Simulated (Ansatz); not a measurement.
**NaMg14AlO16: 25Mg NMR of the central transition**

Cell: a Materials Project structure (computed, not necessarily an observed phase), taken as it stands.

Space group Pmmm (No. 47); a = 4.2731, b = 8.4964, c = 8.5241 Å.

| site | Wyckoff | site symmetry | x | y | z |
| --- | --- | --- | --- | --- | --- |
| Na | 1e | mmm | 0.0000 | 0.5000 | 0.0000 |
| Mg2 | 1c | mmm | 0.0000 | 0.0000 | 0.5000 |
| Mg3 | 1g | mmm | 0.0000 | 0.5000 | 0.5000 |
| Mg4 | 2o | m2m | 0.5000 | 0.7446 | 0.0000 |
| Mg6 | 2p | m2m | 0.5000 | 0.7474 | 0.5000 |
| Mg8 | 2s | mm2 | 0.5000 | 0.0000 | 0.7499 |
| Mg9 | 2t | mm2 | 0.5000 | 0.5000 | 0.7527 |
| Mg12 | 4u | m.. | 0.0000 | 0.7457 | 0.7500 |
| Al | 1a | mmm | 0.0000 | 0.0000 | 0.0000 |
| O17 | 2q | mm2 | 0.0000 | 0.0000 | 0.7641 |
| O18 | 2r | mm2 | 0.0000 | 0.5000 | 0.7373 |
| O21 | 4v | m.. | 0.5000 | 0.7514 | 0.7506 |
| O25 | 1b | mmm | 0.5000 | 0.0000 | 0.0000 |
| O26 | 1f | mmm | 0.5000 | 0.5000 | 0.0000 |
| O27 | 1d | mmm | 0.5000 | 0.0000 | 0.5000 |
| O28 | 1h | mmm | 0.5000 | 0.5000 | 0.5000 |
| O29 | 2m | m2m | 0.0000 | 0.7805 | 0.0000 |
| O31 | 2n | m2m | 0.0000 | 0.7562 | 0.5000 |

One atom of each set is listed.

The numbers come from a DFT calculation in Ansatz (PBE, plane waves and PAW, scalar-relativistic, 420 eV cutoff, Γ-centred 5×3×3 k-points, Fermi–Dirac smearing 0.02 eV).

25Mg has I = 5/2 and Q = 199.4 mb (Pyykkö 2018); at 18.8 T its Larmor frequency is ν₀ = 49.0 MHz. Only the quadrupole interaction is simulated: positions count from each site's isotropic chemical shift, and shift anisotropy, dipolar and J coupling are left out, though they dominate static lines narrower than about 10 kHz.

Task: Simulate the second-order pattern (static powder, Gaussian broadening 5 kHz) of site Mg3 (6 O at 2.02–2.18 Å).

Result: The calculation gives C_Q = -9.96 MHz and η = 0.45, so ν_Q = 1.49 MHz and the centre of gravity lies at -264 ppm (-13.0 kHz).

(offset (kHz), height): (-64.13, 0), (-60.91, 7), (-57.70, 28), (-54.48, 43), (-51.27, 46), (-48.05, 48), (-44.83, 50), (-41.62, 53), (-38.40, 56), (-35.18, 60), (-31.97, 66), (-28.75, 74), (-25.53, 88), (-22.32, 100), (-19.10, 90), (-15.88, 78), (-12.67, 72), (-9.45, 69), (-6.23, 68), (-3.02, 67), (0.20, 65), (3.42, 59), (6.63, 60), (9.85, 69), (13.06, 89), (16.28, 95), (19.50, 66), (22.71, 49), (25.93, 42), (29.15, 27), (32.36, 6), (35.58, 0)

The run took 75 s of wall time (74 s of CPU time) and 0.84 GiB at its peak, on 1 thread of Arm Neoverse V1 (aarch64; 8 cores open to the job, memory cap 2.5 GiB, no GPU), a shared host with a load of 0.4 a core.
